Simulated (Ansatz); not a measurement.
Input:

BP:
```
BP
1.0
    3.27877     0.00000     0.00000
   -1.63938     2.83950     0.00000
    0.00000     0.00000     6.99525
B P
3 3
Direct
  0.00000   0.50000   0.33333
  0.50000   0.50000   0.66667
  0.50000   0.00000   0.00000
  0.00000   0.50000   0.83333
  0.50000   0.50000   0.16667
  0.50000   0.00000   0.50000
```

This is the PBE-relaxed structure.

Task: All from PBE in the plane-wave PAW code Ansatz, unless another level is named. Give the electronic character.

Result: no gap, with almost no states at the Fermi level (zero-gap or semimetallic).

Task: What about the formation energy from the elements (no fitted shifts)?

Result: 0.065 eV/atom.

Space group P6_422. The start of the workflow was typed in or built on a structure type; neither database checked (COD, Materials Project) lists it. It is not the phase usual at ambient conditions (space group No. 216). Symmetry was held in the PBE relaxation; its stability against distortions is not shown here. The references are the lowest solids computed at this level, not always the standard phases.

Potentials: the later of the program's two PAW sets.
